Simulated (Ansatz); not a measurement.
SiOs:
Space group P2₁3 (No. 198); a = b = c = 4.7428 Å, α = β = γ = 90.00°

```tsv
atom	site	symmetry	x	y	z
Si	4a	.3.	0.8367	0.8367	0.8367
Os	4a	.3.	0.1259	0.1259	0.1259
```

Relaxed with PBEsol. DFT-PBEsol in the program Ansatz with PAW potentials gives a gap of 0.49 eV.

Q: What gap does HSE06 give on the same cell (Ansatz, PAW)?

A: 1.14 eV, 0.64 eV more. The hybrid was solved on a coarser mesh and at special points; the gap given is the minimum over both.

```tsv
k	v1 PBEsol	c1 PBEsol	v1 HSE06	c1 HSE06
Γ	-0.15	1.41	(withheld)	(withheld)
R	-1.16	0.96	(withheld)	(withheld)
M	-0.88	1.26	-1.09	1.95
X	-0.17	0.54	(withheld)	(withheld)
```

Q: Top valence (v1) and lowest conduction level (c1) in eV from each method's valence maximum (which need not be a listed point): supply the withheld HSE06 values.

A: 
- X, v1 HSE06: -0.22
- X, c1 HSE06: 1.20
- Γ, v1 HSE06: -0.34
- Γ, c1 HSE06: 2.19
- R, v1 HSE06: -1.33
- R, c1 HSE06: 1.71

Cost on shared cores: the PBEsol run (SCF on a 6×6×6 mesh, then bands and DOS) roughly 110 core-seconds, the HSE06 run (SCF on 4×4×4, then a few points) very roughly 4 core-minutes; the tasks are unlike.

Space group P2_13. The first step of the workflow began from a Materials Project structure, measured or hypothetical; the Crystallography Open Database files this formula in space group No. 198, but the cells were not matched. Its standing as an ambient phase is unchecked. The cell was relaxed with PBEsol under the symmetry of its start; its stability against distortions is not shown here. The run is not spin-polarised. Spin–orbit coupling is left out wherever it is not named.

Potentials: the later of the program's two PAW sets.
